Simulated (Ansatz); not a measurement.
Ti5Ge3:
```cif
data_Ge6Ti10
_chemical_formula_sum 'Ti10 Ge6'
_space_group_name_H-M_alt 'P63/mcm'
_space_group_IT_number 193
_space_group_name_Hall '-P 6c 2'
_cell_length_a 7.54741
_cell_length_b 7.54741
_cell_length_c 5.19514
_cell_angle_alpha 90.000
_cell_angle_beta 90.000
_cell_angle_gamma 120.000
loop_
_atom_site_label
_atom_site_type_symbol
_atom_site_symmetry_multiplicity
_atom_site_Wyckoff_symbol
_atom_site_fract_x
_atom_site_fract_y
_atom_site_fract_z
_atom_site_occupancy
Ti1 Ti 6 g 0.25130 0.25130 0.75000 1
Ti2 Ti 4 d 0.33333 0.66667 0.00000 1
Ge1 Ge 6 g 0.38917 0.38917 0.25000 1
```

Relaxed at zero pressure with r²SCAN in the plane-wave PAW code Ansatz.

Question: The volume is raised by 3 % and shape and atoms relax at that volume. What pressure results, and how do the axes share the change?

Answer: -3.8 GPa; a 0.9 %, b 0.9 %, c 1.2 %; the energy rises by 6 meV/atom.

Question: Give the new structure.

Answer: 
Space group P6₃/mcm (No. 193); a = b = 7.6156 Å, c = 5.2556 Å, α = β = 90.00°, γ = 120.00°

| atom | site | symmetry | x | y | z |
|---|---|---|---|---|---|
| Ti | 6g | m2m | 0.2532 | 0.2532 | 0.7500 |
| Ti | 4d | 3.2 | 0.3333 | 0.6667 | 0.0000 |
| Ge | 6g | m2m | 0.3883 | 0.3883 | 0.2500 |

The phase is kept; no other phase was compared at this pressure.

Space group P6_3/mcm. The workflow started from a Materials Project entry (that database holds measured and hypothetical structures alike); the Crystallography Open Database files this formula in space group No. 193, but the cells were not matched. Its standing as an ambient phase is unchecked. The r²SCAN relaxation kept the symmetry of its start; its stability against distortions is not shown here. The run is not spin-polarised.

Potentials: the later of the program's two PAW sets.
